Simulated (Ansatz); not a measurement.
Calculation for Au (hcp type): DFT, PBEsol, PAW with other files of Ansatz's library (source ansatz), scalar-relativistic (Ansatz 0.2.0). This run: volume at 0.43 of the series' base cell, source ansatz.

The cell comes from a relaxation on PAW files under the same functional, begun from a prototype that needn't be the stable phase.

Command: `ansatz run input.yaml --threads 1 --pin off --max-ram 2048MiB --backend cpu --events-out ev --progress --plain --runs-dir out` It took 6.1 s on 1 thread of Arm Neoverse V1, on a shared host, peak memory 0.32 GiB.

```yaml
crystal:
  lattice:
    - [2.17360646, 0.0, 0.0]
    - [-1.08680323, 1.8823984122, 0.0]
    - [0.0, 0.0, 3.5807846357]
  atoms:
    - { symbol: Au, position: [0.3333333333, 0.6666666667, 0.25] }
    - { symbol: Au, position: [0.6666666667, 0.3333333333, 0.75] }
kpoints:
  mp_grid: { grid: [15, 15, 8] }
scf:
  occupations: { method: fermi_dirac, width: 0.05 }
hamiltonian:
  xc: pbesol
  pseudopotentials: { kind: paw, source: ansatz }
output:
  forces: true
  stress: true
  eigenvalues: true
```

Output:

```
Engine: ansatz 0.2.0
Pseudopotentials: kind: paw
Pseudopotential: Au, paw, valence charge 19, recommended cutoff 617 eV (normal), Au.paw.azcp
Functional definition: PBEsol
  exchange = pbesol_x
  correlation = pbesol_c
Crystal: 2 atoms, lattice volume = 14.651 Å³
Basis set: ecut = 617 eV, 537 PW (Γ), exchange–correlation on 36×36×60 points (8 copies of the dense FFT grid, shifted against one another)
Bands: 23, of which v1, the nominal top of the filled ones, is band 19 counted from 1 (18 counted from 0)
Symmetry: 24 space group operations
Space group: P63/mmc (ITA 194), of the structure as read, at distance tolerance 2.4e-5 Å
k-points: 135 of 1800
Non-local potential: Au, projectors of the file, l = 0: 3, l = 1: 3, l = 2: 2, l = 3: 2
PAW form: soft (Blöchl's): semilocal exchange-correlation on the pseudo side does not see the compensation charge
PAW frozen core: Au, regenerated for the run's functional, and the local potential with it (the file was generated under x = pbe(κ = 0.804, μ = 0.2195149727645171), c = pbe(β = 0.06672455060314922))
PAW one-centre angular grid: Au, 590 points (default); XC on 64 Gauss nodes
Initial density: superposition of atomic densities (chi_scale 0.1, normalization cell)
Initial wavefunctions: pseudopotential atomic-orbital guess
Functional: x = pbesol(κ = 0.804, μ = 0.12345679012345678), c = pbesol(β = 0.046)
SCF iter   1: F=—  HF=-26039.267837 eV  |F-HF|=—  |Δ(HF+E_count)|=         —  Δρ=6.85e-2  dr2=1.54e-1  ethr=3.10e-3  ⟨swp⟩=6.1  Hψ=16218  notcnv=0
preconditioner: auto → none  [insulator: Δε(μ)=0.201 eV  Ē_g=22.254 eV  σ=0.050 eV  W_gap=0.52  n_scr=2 (ndim 8)  ℏωp=45.5 eV  f_vac=0.000  D(μ)=0.22/eV (n_scr^D=0)  ε∞_Penn≈5.2]
SCF iter   2: F=—  HF=-26039.183774 eV  |F-HF|=—  |Δ(HF+E_count)|=   8.41e-2  Δρ=2.93e-2  dr2=2.98e-2  ethr=4.07e-4  ⟨swp⟩=2.8  Hψ=7056  notcnv=0  defer=29
SCF iter   3: F=—  HF=-26039.170213 eV  |F-HF|=—  |Δ(HF+E_count)|=   1.36e-2  Δρ=3.10e-3  dr2=5.15e-4  ethr=7.83e-5  ⟨swp⟩=2.9  Hψ=6054  notcnv=0  defer=29
SCF iter   4: F=—  HF=-26039.170011 eV  |F-HF|=—  |Δ(HF+E_count)|=   2.02e-4  Δρ=5.04e-4  dr2=6.04e-6  ethr=1.36e-6  ⟨swp⟩=2.0  Hψ=5421  notcnv=0  defer=29
SCF iter   5: F=—  HF=-26039.170021 eV  |F-HF|=—  |Δ(HF+E_count)|=   1.03e-5  Δρ=2.77e-5  dr2=2.05e-8  ethr=2.63e-10  ⟨swp⟩=8.0  Hψ=20026  notcnv=0
SCF iter   6: F=-26039.170021 eV  HF=-26039.170021 eV  |F-HF|=6.91e-11  |Δ(HF+E_count)|=   1.25e-8  Δρ=1.61e-6  dr2=9.50e-11  ethr=5.39e-11  ⟨swp⟩=3.2  Hψ=12784  notcnv=0
SCF 1 converged in 6 iterations: F = -26039.170021 eV  dr2 = 9.50e-11
  greatest PAW one-centre occupation: 1.001 electrons in one spin orbital (limit 2), on the Au atom at site 1 (counted from 0), in its partial waves of l = 0
SCF converged after 6 iterations
Free energy (F): -26039.170021 eV
Harris-Foulkes:  -26039.170021 eV  (|F-HF|=6.91e-11)
Internal energy: -26039.168177 eV  (E = F + TS)
E sigma→0 (E₀):  -26039.169099 eV
Entropy (-TS):   -0.001844 eV (-0.922 meV/atom)
Fermi energy:    58.924757 eV
--- Per-component energies (eV) ---
  E_band       = 739.445901
  E_kinetic    = 1929.050178
  E_local      = -3603.861191  (includes V_loc(G=0)·N_el)
  E_nonlocal   = 2375.066094
  E_hartree    = 654.564913
  E_xc         = -669.057737
  E_vxc        = -791.653013  (∫ρ·V_xc dr)
  E_paw        = -18995.218188  (= ΣΔE_a)
  E_vpaw       = -478.285925  (= ΣTr[D̂ρ^β])
  E_aug_tail   = 0.000003  (compensation charges beyond the density's cutoff)
  E_ewald      = -7730.332507
  E_core_change = 0.620257  (= ΣΔE_core)
  E_smearing   = -0.001844  (= −TS)
  E_closure    = -0.000000  (closes the sum)
  Σ components = -26039.170021   (vs F -26039.170021, Δ=0.00e0)
--- Forces (eV/Å), atoms counted from 1 ---
  atom   1  Au    -0.00000000     0.00000000     0.00000000
  atom   2  Au    -0.00000000    -0.00000000     0.00000000
  max |Σ_I F_I| component: 2.78e-17 eV/Å
--- Stress (GPa, compression-positive) ---
     1386.459156       0.000000       0.000000
        0.000000    1386.459156       0.000000
        0.000000       0.000000    1387.079139
  P = ⅓ Tr σ = 1386.6658 GPa (13866.658 kbar)
--- Band table (eV; the first three rows and the last of 135) ---
  k-point 0: bands = ["-53.8241", "-53.2077", "-7.7762", "-3.9824", "-3.9824", "-3.4937", "-3.4401", "-3.4401", "35.3149", "36.8992", "43.6316", "44.1093", "44.1093", "45.5805", "45.5805", "47.6877", "47.6877", "52.7104", "53.3311", "53.3311", "66.2042", "66.8071", "68.6884"]
  k-point 1: bands = ["-53.8014", "-53.2319", "-7.6313", "-3.9621", "-3.9621", "-3.6800", "-3.4612", "-3.4612", "35.6689", "37.0212", "43.4875", "43.9805", "43.9805", "45.3868", "45.3868", "48.1272", "48.1272", "51.7000", "53.3784", "53.3784", "65.4975", "67.7735", "70.2172"]
  k-point 2: bands = ["-53.7364", "-53.3006", "-7.2123", "-4.1977", "-3.9044", "-3.9044", "-3.5210", "-3.5210", "36.6022", "37.3578", "43.2004", "43.7864", "43.7864", "44.9160", "44.9160", "49.2111", "49.2111", "49.3635", "53.3379", "53.3379", "64.9377", "68.8067", "71.7911"]
  k-point 134: bands = ["-53.0211", "-53.0211", "-6.9470", "-6.9470", "-6.1506", "-6.1506", "-4.2609", "-4.2609", "39.5208", "39.5208", "41.5432", "41.5432", "45.0702", "45.0702", "47.2226", "47.2226", "53.5200", "53.5200", "67.1341", "67.1341", "68.6740", "68.6740", "71.9144"]
```

Spin–orbit coupling is left out, which matters for the heavy atoms. The PAW files were made under PBE. The structure type is held throughout; the real material can change phase at far lower pressure. At this compression frozen-core PAW has no all-electron check here.
